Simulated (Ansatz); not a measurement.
SrCd$_{2}$Sb$_{2}$:
```xyz
5
Lattice="4.7501 0.0000 0.0000 -2.3750 4.1137 0.0000 0.0000 0.0000 7.8788" Properties=species:S:1:pos:R:3 pbc="T T T"
Sr     0.0000     0.0000     0.0000
Cd     0.0000     2.7425     4.9750
Cd     2.3750     1.3712     2.9037
Sb     0.0000     2.7425     1.9833
Sb     2.3750     1.3712     5.8955
```

Relaxed with r²SCAN.

Map the electron localisation function on the plane through (0.000, 0.000, 0.000) spanned by u = [0, 0, 1] and v = [1, -1, 0] in lattice vectors, from DFT-r²SCAN in the program Ansatz with PAW potentials.

x is the fraction of u, y of v (the angle between them is 90°; rows are the nearest grid lines); atoms in the plane: Sr at (0.00, 0.00), Cd at (0.63, 0.33), Cd at (0.37, 0.67), Sb at (0.25, 0.33), Sb at (0.75, 0.67).
```
y \ x   0.000  0.103  0.179  0.282  0.359  0.462  0.538  0.641  0.718  0.821  0.897   1.00
------  -----  -----  -----  -----  -----  -----  -----  -----  -----  -----  -----  -----
1.00    0.006  0.860  0.056  0.023  0.017  0.006  0.006  0.017  0.023  0.056  0.860  0.006
0.925   0.843  0.725  0.028  0.064  0.052  0.021  0.022  0.079  0.135  0.038  0.714  0.843
0.850   0.264  0.035  0.067  0.167  0.156  0.106  0.117  0.427  0.572  0.529  0.089  0.264
0.775   0.095  0.041  0.154  0.183  0.321  0.180  0.251  0.490  0.348  0.461  0.698  0.095
0.700   0.396  0.051  0.167  0.428  0.791  0.386  0.249  0.322  0.006  0.159  0.605  0.396
0.625   0.380  0.056  0.167  0.407  0.729  0.366  0.255  0.332  0.015  0.191  0.619  0.380
0.550   0.143  0.219  0.390  0.168  0.228  0.149  0.274  0.573  0.393  0.490  0.708  0.143
0.450   0.143  0.708  0.490  0.393  0.573  0.274  0.149  0.228  0.168  0.390  0.219  0.143
0.375   0.380  0.619  0.191  0.015  0.332  0.255  0.366  0.729  0.407  0.167  0.056  0.380
0.300   0.396  0.605  0.159  0.006  0.322  0.249  0.386  0.791  0.428  0.167  0.051  0.396
0.225   0.095  0.698  0.461  0.348  0.490  0.251  0.180  0.321  0.183  0.154  0.041  0.095
0.150   0.264  0.089  0.529  0.572  0.427  0.117  0.106  0.156  0.167  0.067  0.035  0.264
0.0750  0.843  0.714  0.038  0.135  0.079  0.022  0.021  0.052  0.064  0.028  0.725  0.843
0.000   0.006  0.860  0.056  0.023  0.017  0.006  0.006  0.017  0.023  0.056  0.860  0.006
```

The density is the valence pseudo-density with augmentation charge, so density and ELF within about 1 Å of a nucleus are not all-electron values.

Space group P-3m1. The workflow started from an entry of the Crystallography Open Database (COD). Its standing as an ambient phase is unchecked. The cell was relaxed with r²SCAN under the symmetry of its start; whether a distortion lowers the energy is not shown. Spin–orbit coupling is left out wherever it is not named.

Potentials: the later of the program's two PAW sets.
